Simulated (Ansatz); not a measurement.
# Calculated electrostatic potentials at the O nuclei for K3NaTi2Si3O12

Cell: a Materials Project structure (computed, not necessarily an observed phase), atoms as given.

Space group R-3c:H (No. 167); a = 9.2481, c = 21.9031 Å, γ = 120.00°.

| site | Wyckoff | site symmetry | x | y | z |
| --- | --- | --- | --- | --- | --- |
| K | 18e | .2 | 0.3171 | 0.3333 | 0.5833 |
| Na | 6b | -3. | 0.0000 | 0.0000 | 0.5000 |
| Ti | 12c | 3. | 0.0000 | 0.0000 | 0.3513 |
| Si | 18e | .2 | 0.9616 | 0.3333 | 0.5833 |
| O19 | 36f | 1 | 0.1905 | 0.0203 | 0.3083 |
| O31 | 36f | 1 | 0.0171 | 0.8322 | 0.4116 |

One atom of each set is listed; the run and its k-mesh use a cell of 42 atoms with edges of 9.05, 9.05, 9.05 Å.

Computed with Ansatz: DFT, PBE, plane waves and PAW, scalar-relativistic, 420 eV cutoff, Γ-centred 3×3×3 k-points, Fermi–Dirac smearing 0.02 eV.

The potential at a nucleus is that of all electrons and the other nuclei. A higher potential binds the core electrons more strongly, so differences between sites of one element are the initial-state part of core-level shifts.

(1) Rank the O sites by the potential at the nucleus, lowest first, and give each against the lowest.
A. O19: 1 Si at 1.67 Å, 1 Ti at 1.92 Å, angle 157°; also 3 K at 2.73–3.23 Å
B. O31: 1 Si at 1.64 Å, 1 Ti at 2.10 Å, angle 145°; also 1 Na at 2.54 Å, 2 K at 2.55–2.68 Å

## Answers

(1) B (0.00 V), A (0.30 V).
